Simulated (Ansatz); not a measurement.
TaGe₂:
```cif
data_Ge2Ta
_chemical_formula_sum 'Ta1 Ge2'
_space_group_name_H-M_alt 'P6/mmm'
_space_group_IT_number 191
_space_group_name_Hall '-P 6 2'
_cell_length_a 4.57363
_cell_length_b 4.57363
_cell_length_c 2.66977
_cell_angle_alpha 90.000
_cell_angle_beta 90.000
_cell_angle_gamma 120.000
loop_
_atom_site_label
_atom_site_type_symbol
_atom_site_symmetry_multiplicity
_atom_site_Wyckoff_symbol
_atom_site_fract_x
_atom_site_fract_y
_atom_site_fract_z
_atom_site_occupancy
Ta1 Ta 1 a 0.00000 0.00000 0.00000 1
Ge1 Ge 2 d 0.33333 0.66667 0.50000 1
```

This is the LDA-relaxed structure.

Question: All from DFT-LDA in the program Ansatz with PAW potentials, unless another level is named. Estimate the highest zone-centre frequency.

Answer: 217 cm^-1.

Question: Predict the bulk modulus (Birch–Murnaghan fit).

Answer: 1390 kbar.

A made-up cell: these elements were put on the sites of a structure type; neither database checked (COD, Materials Project) lists it. COD files the formula under space group No. 180, so this cell is another polymorph or a model. Whether it is the stable phase at ambient conditions was not checked. The cell was relaxed with LDA under the symmetry of its start. At this level the phase is dynamically unstable (imaginary phonons). No spin polarisation was allowed. As this level gives no gap, phonon frequencies hold no LO–TO term and depend on the k-mesh and smearing (Fermi–Dirac, 0.1 eV here). On the denser mesh and wider smearing of the elastic run this cell carries a stress of 0.5 GPa. Spin–orbit coupling is left out wherever it is not named.

Potentials: the later of the program's two PAW sets.
